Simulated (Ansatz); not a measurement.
Profile along the Hf–Hf line in Hf (hcp, Mg type)

Hf (hcp, Mg type)

```cif
data_Hf2
_chemical_formula_sum 'Hf2'
_space_group_name_H-M_alt 'P 1'
_space_group_IT_number 1
_cell_length_a 3.19784
_cell_length_b 3.19784
_cell_length_c 5.04744
_cell_angle_alpha 90.000
_cell_angle_beta 90.000
_cell_angle_gamma 120.000
loop_
_space_group_symop_operation_xyz
  'x, y, z'
loop_
_atom_site_label
_atom_site_type_symbol
_atom_site_fract_x
_atom_site_fract_y
_atom_site_fract_z
_atom_site_occupancy
Hf1 Hf 0.33333 0.66667 0.75000 1
Hf2 Hf 0.66667 0.33333 0.25000 1
```

Fields along a shortest Hf–Hf line of a (0001) plane (3.20 Å), from Hf to Hf, interpolated on the slice's grid (step about 0.2 Å). These are r2SCAN (plane waves to 500 eV, PAW, scalar-relativistic; Ansatz, a program for electronic structure) values and carry that method's errors. k mesh 17×17×9. Inside the PAW spheres the values are not all-electron values, and peaks at nuclei hang on which shells count as valence. Hf is run without spin polarisation. Hf was relaxed with its symmetry unable to fall. Spin-orbit coupling is left out, though Hf is heavy. The PAW data are Ansatz's earlier set.

```tsv
distance from Hf (Å)	valence electron density (e/Å³)	electron localisation function
0.00	59.67	x
0.16	50.02	x
0.32	29.95	x
0.48	13.45	x
0.64	4.82	0.75
0.80	1.62	0.58
0.96	0.68	0.32
1.12	0.35	0.16
1.28	0.23	0.15
1.44	0.20	0.23
1.60	0.19	0.29
1.76	0.20	0.23
1.92	0.23	0.15
2.08	0.35	0.16
2.24	0.68	0.32
2.40	1.62	0.58
2.56	4.82	0.75
2.72	13.45	x
2.88	29.95	x
3.04	50.02	x
3.20	59.67	x
```

x: too close to a nucleus for the ELF to mean much.

Density on the Hf–Hf line (3.20 Å) at its midpoint: 0.19 e/Å³. ELF at that point: 0.29.
